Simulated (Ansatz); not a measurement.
Zr5Ge4:
```
CELL_PARAMETERS angstrom
      7.25642     0.00000     0.00000
      0.00000     7.25642     0.00000
      0.00000     0.00000    13.20608
ATOMIC_POSITIONS crystal
  Zr 0.82860 0.17140 0.75000
  Zr 0.32860 0.32860 0.00000
  Zr 0.17140 0.82860 0.25000
  Zr 0.67140 0.67140 0.50000
  Zr 0.99925 0.34477 0.53087
  Zr 0.15523 0.49925 0.78087
  Zr 0.00075 0.65523 0.03087
  Zr 0.84477 0.50075 0.28087
  Zr 0.49925 0.15523 0.21913
  Zr 0.65523 0.00075 0.96913
  Zr 0.50075 0.84477 0.71913
  Zr 0.34477 0.99925 0.46913
  Zr 0.50181 0.34627 0.62314
  Zr 0.15373 0.00181 0.87314
  Zr 0.49819 0.65373 0.12314
  Zr 0.84627 0.99819 0.37314
  Zr 0.00181 0.15373 0.12686
  Zr 0.65373 0.49819 0.87686
  Zr 0.99819 0.84627 0.62686
  Zr 0.34627 0.50181 0.37686
  Ge 0.64094 0.29905 0.42193
  Ge 0.20095 0.14094 0.67193
  Ge 0.35906 0.70095 0.92193
  Ge 0.79905 0.85906 0.17193
  Ge 0.14094 0.20095 0.32807
  Ge 0.70095 0.35906 0.07807
  Ge 0.85906 0.79905 0.82807
  Ge 0.29905 0.64094 0.57807
  Ge 0.69750 0.03921 0.56622
  Ge 0.46079 0.19750 0.81622
  Ge 0.30250 0.96079 0.06622
  Ge 0.53921 0.80250 0.31622
  Ge 0.19750 0.46079 0.18378
  Ge 0.96079 0.30250 0.93378
  Ge 0.80250 0.53921 0.68378
  Ge 0.03921 0.69750 0.43378
```

Relaxed with r²SCAN. Special points in fractions of this cell's reciprocal vectors: Γ (0.000, 0.000, 0.000); X (0.000, 0.500, 0.000); M (0.500, 0.500, 0.000); Z (0.000, 0.000, 0.500); R (0.000, 0.500, 0.500); A (0.500, 0.500, 0.500).

List the band energies nearest the Fermi level at these points for r²SCAN (plane waves, PAW; program Ansatz).

In eV from the Fermi level; about four levels below and three above (degenerate sets whole), none deeper than 8.9 eV; points with the same levels are listed once.

```
k                          below                above
-  -----------------------------  -------------------
Γ  -0.41 -0.40 -0.29 -0.29 -0.05       0.00 0.00 0.23
X        -0.41 -0.41 -0.05 -0.05  0.03 0.03 0.25 0.25
M        -0.11 -0.11 -0.07 -0.07  1.50 1.50 1.63 1.63
Z        -0.11 -0.11 -0.01 -0.01  0.16 0.16 0.63 0.63
R        -0.18 -0.18 -0.12 -0.12  0.14 0.14 0.23 0.23
A        -0.07 -0.07 -0.07 -0.07  1.61 1.61 1.61 1.61
```

Space group P4_12_12. The workflow started from a Materials Project entry (that database holds measured and hypothetical structures alike); the Crystallography Open Database copy checked does not list it. Its standing as an ambient phase is unchecked. Symmetry was held in the r²SCAN relaxation; whether a distortion lowers the energy is not shown. The run is not spin-polarised. Scalar-relativistic: spin–orbit coupling is off unless named, which matters more the heavier the elements.

Potentials: the later of the program's two PAW sets.
